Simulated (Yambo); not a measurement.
Li4SrP2 (space group R-3m, No. 166); a = b = c = 8.224 Å, α = β = γ = 30.12°. With the G0W0 scissor the direct gap on the mesh is 2.60 eV. Axes are Cartesian, with cell vectors (Å) (2.14, 1.23, 7.84), (-2.14, 1.23, 7.84), (0.00, -2.47, 7.84).

**Question.** Can the lowest exciton of this BSE run be trusted, and with what binding energy? (Yambo, PBEsol bands; 6×6×6 mesh, 6 valence and 10 conduction bands, static screening with 62 bands and a 3 Ry block, scissor 0.95 eV, Tamm-Dancoff.)

**Answer.** No. The lowest state covers only about 1 of the 216 k points, so the mesh doesn't resolve it: its energy and its distance from the direct gap are mesh artefacts. An extended exciton needs a far denser mesh. The scissor comes from a G0W0 run whose convergence isn't established. 

Geometry of the Materials Project entry, not relaxed at this level.

The structure is a Materials Project entry; no match was found in the copy of COD used, and its stability was not checked.
